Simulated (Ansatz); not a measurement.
Relaxation path: bcc Nb (111), 5 layers

DFT, PBEsol, PAW with Ansatz's default frozen-core files, scalar-relativistic (Ansatz 0.2.0); a Γ-centred 10×10×1 k mesh, Fermi–Dirac smearing of 0.05 eV, no spin polarisation. The run relaxes the atoms in the fixed cell.

Command: `ansatz run input.yaml --threads 2 --pin off --max-ram 4096MiB --backend cpu --events-out ev --progress --plain --runs-dir out` It took 25 s on 2 threads of Intel(R) Xeon(R) 6975P-C (Granite Rapids) (shared host), peak memory 0.64 GiB.

```yaml
crystal:
  lattice:
    - [4.6281866195, 0.0, 0.0]
    - [-2.3140933098, 4.008127186, 0.0]
    - [0.0, 0.0, 19.7789]
  atoms:
    - { symbol: Nb, position: [0.833333333, 0.166666667, 0.4044714684] }
    - { symbol: Nb, position: [0.166666667, 0.833333333, 0.4522357341] }
    - { symbol: Nb, position: [0.5, 0.5, 0.5] }
    - { symbol: Nb, position: [0.833333333, 0.166666667, 0.5477642659] }
    - { symbol: Nb, position: [0.166666667, 0.833333333, 0.5955285316] }
kpoints:
  mp_grid: { grid: [10, 10, 1] }
scf:
  occupations: { method: fermi_dirac, width: 0.05 }
hamiltonian:
  xc: pbesol
  pseudopotentials: { kind: paw }
output:
  forces: true
  stress: true
  eigenvalues: true
relax:
  f_tol: 0.01
  max_steps: 40
efield:
  axis: 3
  amplitude: 0
  dipole_correction: true
```

Each step lists its free energy a cell above the last geometry, and Cartesian positions (Å) with forces (eV/Å).

The first step:

```
step 1  dF = 736.12 meV
  Nb 3.4711 0.6680 8.0000   0.0000 0.0000 2.1589
  Nb -1.1570 3.3401 8.9447   0.0000 0.0000 0.8568
  Nb 1.1570 2.0041 9.8895   0.0000 0.0000 0.0000
  Nb 3.4711 0.6680 10.8342   0.0000 0.0000 -0.8568
  Nb -1.1570 3.3401 11.7789   0.0000 0.0000 -2.1589
```

The PAW files were made under PBE.

Problem. Where does the relaxation end, and by which steps?

Solution. After 5 geometries, with a shortest distance of 2.501 Å. The further steps:
```
step 2  dF = 44.16 meV
  Nb 3.4711 0.6680 8.1958   0.0000 0.0000 0.6484
  Nb -1.1570 3.3401 9.0098   0.0000 0.0000 0.4645
  Nb 1.1570 2.0041 9.8895   0.0000 0.0000 0.0000
  Nb 3.4711 0.6680 10.7691   0.0000 0.0000 -0.4645
  Nb -1.1570 3.3401 11.5831   0.0000 0.0000 -0.6484
step 3  dF = 12.76 meV
  Nb 3.4711 0.6680 8.2551   0.0000 0.0000 -0.3184
  Nb -1.1570 3.3401 9.0603   0.0000 0.0000 -0.3770
  Nb 1.1570 2.0041 9.8895   0.0000 0.0000 0.0000
  Nb 3.4711 0.6680 10.7186   0.0000 0.0000 0.3770
  Nb -1.1570 3.3401 11.5238   0.0000 0.0000 0.3184
step 4  dF = 1.68 meV
  Nb 3.4711 0.6680 8.2446   0.0000 0.0000 -0.0333
  Nb -1.1570 3.3401 9.0276   0.0000 0.0000 0.1347
  Nb 1.1570 2.0041 9.8894   0.0000 0.0000 0.0001
  Nb 3.4711 0.6680 10.7513   0.0000 0.0000 -0.1347
  Nb -1.1570 3.3401 11.5343   0.0000 0.0000 0.0333
step 5  dF = 0.00 meV
  Nb 3.4711 0.6680 8.2400   0.0000 0.0000 -0.0005
  Nb -1.1570 3.3401 9.0382   0.0000 0.0000 0.0068
  Nb 1.1570 2.0041 9.8895   0.0000 0.0000 -0.0001
  Nb 3.4711 0.6680 10.7407   0.0000 0.0000 -0.0068
  Nb -1.1570 3.3401 11.5389   0.0000 0.0000 0.0005
step 6  dF = 0.00 meV  (same geometry, solved once more)
  Nb 3.4711 0.6680 8.2400   0.0000 0.0000 0.0000
  Nb -1.1570 3.3401 9.0382   0.0000 0.0000 0.0060
  Nb 1.1570 2.0041 9.8895   0.0000 0.0000 -0.0001
  Nb 3.4711 0.6680 10.7407   0.0000 0.0000 -0.0060
  Nb -1.1570 3.3401 11.5389   0.0000 0.0000 0.0000
```
